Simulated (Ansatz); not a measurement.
Level of theory: Ansatz 0.2.0, DFT PBE, scalar-relativistic, plane waves, PAW. Cutoff 420 eV, Γ-centred meshes of about 0.25 Å⁻¹ or finer for metals and 0.3 Å⁻¹ for insulators (2π included), Gaussian smearing. No spin polarisation.

This relaxed Bi₆O cell comes from a structure search over trial cells.

```
CELL_PARAMETERS angstrom
3.19864 1.84674 5.94568
-3.19864 1.84674 5.94568
0.00000 -3.69347 5.94568
ATOMIC_POSITIONS crystal
Bi 0.66876 0.09338 0.51741
Bi 0.09338 0.51741 0.66876
Bi 0.51741 0.66876 0.09338
Bi 0.57628 0.26979 0.91998
Bi 0.91998 0.57628 0.26979
Bi 0.26979 0.91998 0.57628
O 0.95477 0.95477 0.95477
```

Question: Is it a true minimum?

Answer: As far as tested, yes. The phonons at Γ show no imaginary mode. (Phonon run: 6×6×6 k mesh, Gaussian smearing of 0.10 eV.) After random moves of the atoms it relaxes back. Other q points weren't tested. The optical modes at Γ run from 26 to 302 cm⁻¹. Around Bi on its first site lie 6 Bi at 3.30–3.39 Å, 1 O at 3.67 Å, 4 Bi at 3.75–3.95 Å and 1 O at 3.97 Å; Bi on its second site has 1 O at 2.29 Å, 2 Bi at 3.30–3.39 Å and 10 Bi at 3.60–3.95 Å; O is surrounded by 3 Bi at 2.29 Å, 3 Bi at 3.67 Å and 3 Bi at 3.97 Å.

Spin–orbit coupling, which can matter for Bi, is left out. Phonons of metals hang on the k mesh and the smearing.
